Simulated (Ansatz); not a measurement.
AlRu (CsCl type) was relaxed and computed twice in Ansatz (plane waves, PAW), once with LDA and once with PBEsol.

```csv
,run 1,run 2
cell,"a = 2.9538 Å, b = 2.9538 Å, c = 2.9538 Å, α = 90.00°, β = 90.00°, γ = 90.00°","a = 2.9763 Å, b = 2.9763 Å, c = 2.9763 Å, α = 90.00°, β = 90.00°, γ = 90.00°"
ΔH_f (eV/atom),-0.65,-0.62
B₀ by P(V) fit (GPa),231,219
K_Hill (GPa),232,219
G_Hill (GPa),120,116
Θ_D (K),539,531
```

Which run used which functional?

Run 1 is LDA, run 2 is PBEsol.

All cells were relaxed under the symmetry of their starts (and spin orders); stability against distortions was not tested throughout. Rows with no word on spin ran without spin polarisation. Spin–orbit coupling is left out wherever it is not named.

Potentials: the later of the program's two PAW sets.

Ansatz (a quantum-chemistry and plane-wave program) is a plane-wave DFT program.

Formation energies count from the lowest solids of the elements computed at the same level, not from gases.
